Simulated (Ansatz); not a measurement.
Level of theory: DFT PBE, scalar-relativistic, plane waves, PAW in Ansatz 0.2.0. Settings: cutoff 420 eV, Γ-centred meshes spaced at most about 0.3 Å⁻¹ (2π included), Gaussian smearing. No spin polarisation in the final relaxations.

These are static total energies at zero pressure. All come from trial cells, and lower structures may exist.

**Question.** These unrelaxed guesses for AlB2As3 are each relaxed within their symmetry. Order them by the energy at which they end, lowest first.
1.

```
Al B As
1.0
     3.63648    0.00000    0.00000
    -1.81824    3.14929    0.00000
     0.00000    0.00000   17.92933
Al B As
2 4 6
Direct
  0.33333 0.66667 0.00023
  0.33333 0.66667 0.33356
  0.33333 0.66667 0.66689
  0.66667 0.33333 0.16689
  0.66667 0.33333 0.50023
  0.66667 0.33333 0.83356
  0.33333 0.66667 0.12511
  0.33333 0.66667 0.45844
  0.33333 0.66667 0.79177
  0.66667 0.33333 0.29177
  0.66667 0.33333 0.62511
  0.66667 0.33333 0.95844
```

2.

```
Al B As
1.0
     3.63648    0.00000    0.00000
    -1.81824    3.14929    0.00000
     0.00000    0.00000   17.92933
Al B As
2 4 6
Direct
  0.33333 0.66667 0.66689
  0.66667 0.33333 0.83356
  0.33333 0.66667 0.00023
  0.33333 0.66667 0.33356
  0.66667 0.33333 0.16689
  0.66667 0.33333 0.50023
  0.33333 0.66667 0.12511
  0.33333 0.66667 0.45844
  0.33333 0.66667 0.79177
  0.66667 0.33333 0.29177
  0.66667 0.33333 0.62511
  0.66667 0.33333 0.95844
```

3.

```
Al B As
1.0
    -1.82212    1.82212    7.73060
     1.82212   -1.82212    7.73060
     1.82212    1.82212   -7.73060
Al B As
1 2 3
Direct
  0.00000 0.00000 0.00000
  0.66667 0.66667 0.00000
  0.33333 0.33333 0.00000
  0.75000 0.25000 0.50000
  0.41667 0.91667 0.50000
  0.08333 0.58333 0.50000
```

**Answer.** 3 (ends in I-4m2, 0 meV/atom), 2 (ends in P3m1, 27 meV/atom), 1 (ends in P3m1, 42 meV/atom).

Cells relaxed within their symmetry can be saddle points. Some types were kept out of the candidates beforehand, so the set may lack a known form.
